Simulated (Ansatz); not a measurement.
**Squeezing SrMg**

```xyz
2
Lattice="3.9000 0.0000 0.0000 0.0000 3.9000 0.0000 0.0000 0.0000 3.9000" Properties=species:S:1:pos:R:3 pbc="T T T"
Sr    1.9500    1.9500    1.9500
Mg    0.0000    0.0000    0.0000
```

The base volume is that of a database entry, so it needn't be at zero pressure; the structure needn't be the stable phase, at rest or compressed.

Its volume is scaled at fixed shape and fractional positions.

Computed with Ansatz 0.2.0; functional LDA, scalar-relativistic. Settings: a Γ-centred 9×9×9 k mesh, Fermi–Dirac smearing of 0.05 eV, no spin polarisation. Methods: LAPW: all electrons, basis error target 1 meV/atom; PAW: frozen-core files, cutoff 420 eV; norm-conserving: pseudopotentials, cutoff 1143 eV.

Energies are extrapolated to zero smearing and count from the unscaled cell; pressure is positive in compression; gaps take the mesh and a band path. No temperature or zero-point motion is included.

The PAW files were made under PBE.

```csv
V/V0,V (Å³/atom),P LAPW (GPa),ΔE LAPW (eV/atom),P PAW − LAPW (GPa),ΔE PAW − LAPW (meV/atom)
1.00,29.66,3.43,0.000,-0.01,0.0
0.85,25.21,10.95,0.187,-0.01,-0.2
0.70,20.76,25.9,0.674,-0.01,-0.5
0.60,17.80,?,1.305,-0.02,-0.8
```

Problem. Give the missing entry: row "0.60", column "P LAPW (GPa)".

Solution. 43.8.

Problem. From the table, what is the rise of the enthalpy H = E + pV up to the last row, and how stiff is the crystal between the last two rows?

Solution. ΔH = 1.305 eV + (43.8 GPa × 17.80 Å³ − 3.43 GPa × 29.66 Å³) × 0.006242 eV/(GPa·Å³) = 5.54 eV/atom, of which pV makes 76 %. The mean bulk modulus there is −ΔP/Δln V = 117 GPa.

Problem. At the smallest volume, how far does norm-conserving lie from LAPW in pressure?

Solution. norm-conserving: +0.10 GPa, on a LAPW pressure of 43.8 GPa.
